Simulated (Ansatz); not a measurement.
ZnCu$_{2}$SnSe$_{4}$ (kesterite type, space group I-4)

```xyz
8
Lattice="-2.8818 2.8818 5.7630 2.8818 -2.8818 5.7630 2.8818 2.8818 -5.7630" Properties=species:S:1:pos:R:3 pbc="T T T"
Cu     0.0000     0.0000     0.0000
Cu     0.0000     2.8818     2.8815
Zn     2.8818     0.0000     2.8815
Sn     0.0000     0.0000     5.7630
Se     1.4966     1.5502     4.2620
Se     1.3852     1.3316    -1.5010
Se     1.5502    -1.4966     7.2639
Se     1.3316     4.3785     1.5010
```

The slice is a (1 0 -1) plane (indices of the conventional cell) through the point (0.000, 0.000, 0.000) (fractional), spanned by u = [101] and v = [121] in vectors of this cell: u (5.76 Å) and v (12.89 Å, at 90° to u). It covers one period; positions are fractions (u, v).

These are PBE (plane waves to 420 eV, PAW, scalar-relativistic; Ansatz, an electronic-structure program) values and carry that method's errors. k mesh 8×8×8. Near the nuclei the fields are pseudised (PAW); where an atom keeps semicore shells as valence, they peak there. At this level the bands of ZnCu2SnSe4 touch or barely overlap. ZnCu2SnSe4 is run without spin polarisation. ZnCu2SnSe4 was relaxed with its symmetry unable to fall.

Q: Predict the map of the electron localisation function (ELF) on the slice.

A: 
```
|x:..    .:-.:|
|....   .+#%+.|
|-..   .=%@@@#|
|=.    :*@@%%%|
|=    .:+@@%%#|
|: .....-#@@%*|
|.:=**-:.-**+:|
|:=%@%#-. ....|
|:#@@%%*.   ..|
|-%@%%@#:    .|
|:#@@@@+:..   |
| -#%%-.....  |
|  :-:.==:..  |
|   ..:xx:..  |
|  :-:.==:..  |
| -#%#-.....  |
|:#@@@@+:..   |
|-%@%%@#:    .|
|-#@@%%*.   ..|
|:+%@%#=. ....|
|.:=**-:.-+*+:|
|:  ....:#@@%*|
|-    .:=@@%%#|
|=    .:*@@#%%|
|-..   .+%@@@#|
|....   .+%%*.|
|x:..    .--.:|
|xx..      ..x|
```
Scale: ten equal steps from 0.01 (start of ' ') to 0.83 (end of '@'), in the order ' .:-=+*#%@'. Values: electron localisation function (ELF). The map has 13 points along u (one character each, u = 0 at the left) and 28 along v (v = 0 in the bottom row). Points within 0.5 Å of a nucleus are blanked (x), as the pseudised field means little there.
